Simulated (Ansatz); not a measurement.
**Relaxing an invented Sc₃As structure**

Computed with Ansatz 0.2.0, DFT PBE, scalar-relativistic, plane waves, PAW. Cutoff 420 eV, Gaussian smearing, Γ-centred meshes. Cell and atoms relax first on a coarse mesh and then on a finer one. In between, the cell is made exact in the group found at 0.06 Å. In metals the finer mesh still leaves noise of several meV/atom or more. The steps can't lower the symmetry of their start. Collinear spin is switched on along the way, since trial moments persisted in a coarse test.

A trial structure of Sc₃As was built thus: random cell by space group and Wyckoff sites (Fm-3m, No. 225). Lengths were set from tabulated atomic sizes, so they are only a guess.

```yaml
crystal:
  lattice:
    - [0.00000, 3.42574, 3.42574]
    - [3.42574, 0.00000, 3.42574]
    - [3.42574, 3.42574, 0.00000]
  atoms:
    - { symbol: Sc, position: [0.25000, 0.25000, 0.25000] }
    - { symbol: Sc, position: [0.75000, 0.75000, 0.75000] }
    - { symbol: Sc, position: [0.00000, 0.00000, 0.00000] }
    - { symbol: As, position: [0.50000, 0.50000, 0.50000] }
```

Formation energies are uncorrected and refer to the elements' standard structures at the same level.

**Question.** Which structure results?

**Answer.** The symmetry stays Fm-3m (No. 225). The end has the BiF3 (D0_3) type. The volume per atom grows by 0.6 %, from 20.1 to 20.2 Å³. The shortest distance stays 2.97 Å (Sc–As and Sc–Sc). Conventional cell: a = 6.866 Å. Sc on a site of symmetry -43m is surrounded by 4 As at 2.97 Å, 4 Sc at 2.97 Å and 6 Sc at 3.43 Å; Sc on a site of symmetry m-3m is surrounded by 8 Sc at 2.97 Å and 6 As at 3.43 Å; around As lie 8 Sc at 2.97 Å and 6 Sc at 3.43 Å.

```
Sc As
1.0
     0.00000    3.43277    3.43277
     3.43277    0.00000    3.43277
     3.43277    3.43277    0.00000
Sc As
3 1
Direct
  0.25000 0.25000 0.25000
  0.75000 0.75000 0.75000
  0.00000 0.00000 0.00000
  0.50000 0.50000 0.50000
```

**Question.** Give its energy and gap.

**Answer.** The formation energy is −0.23 eV/atom. The gap on the 12×12×12 mesh of the 4-atom cell is 0 eV (a metal), the net moment per atom is 0.00 μB and the moment by site is all under 0.1 μB.

The last run used collinear spin and Gaussian smearing of 0.10 eV. The reference form of As is held partly by dispersion forces, which this level lacks. A structure relaxed within its symmetry needn't be a true minimum. Another cell of Sc3As relaxed alike but without spin, in Immm, lies 0.34 eV/atom lower, so this cell isn't the stable form at this level. Site moments count only spheres around the atoms; the net moment includes the space between them.
